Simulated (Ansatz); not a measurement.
Space group P-3m1 (No. 164). a = 3.548 Å, b = 3.548 Å, c = 5.614 Å, α = 90.00°, β = 90.00°, γ = 120.00°
```json
{"atom": "Pt", "site": "1a", "symmetry": "-3m.", "x": "0.0000", "y": "0.0000", "z": "0.0000"}
{"atom": "S", "site": "2d", "symmetry": "3m.", "x": "0.3333", "y": "0.6667", "z": "0.2197"}
```

Equation of state of this PtS$_{2}$ structure (not necessarily the ground state), with shape and atoms relaxed at each volume where symmetry leaves them free. Theory: DFT r2SCAN, scalar-relativistic, plane waves, PAW (Ansatz 0.2.0).

Settings: cutoff 500 eV, Γ-centred mesh 12×12×6 on the computed 3-atom cell, Gaussian smearing of 0.02 eV; no spin polarisation.

| V (Å³/atom) | E − E(largest V) (meV/atom) | P (GPa) | gap on mesh (eV) |
| --- | --- | --- | --- |
| 19.173 | 1.57 | 0.96 | 0.99 |
| 19.785 | -1.04 | 0.39 | 1.12 |
| 20.397 | -1.78 | 0.02 | 1.26 |
| 21.009 | -1.27 | -0.31 | 1.38 |
| 21.620 | 0.00 | -0.45 | 1.49 |

Question: Fit a third-order Birch–Murnaghan equation to E(V).

Answer: V0 = 20.41 Å³/atom, B0 = 11 GPa, B0' = 13.8. B0' is unusual or poorly fixed by this range. Weakly bound parts are held here without a dispersion correction, so V0, B0 and B0' are rough as values of the real crystal.

Spin-orbit coupling is left out, which matters for the bands of heavy elements. The cell holds layers, and r2SCAN describes their binding at middle range but leaves out its long-range dispersion part.

The gaps are read on the mesh, which can miss the band edges, so they can be too wide.

Cost: 5 runs of about 4.7 core-minutes in all, on Arm Neoverse V2 (shared hosts).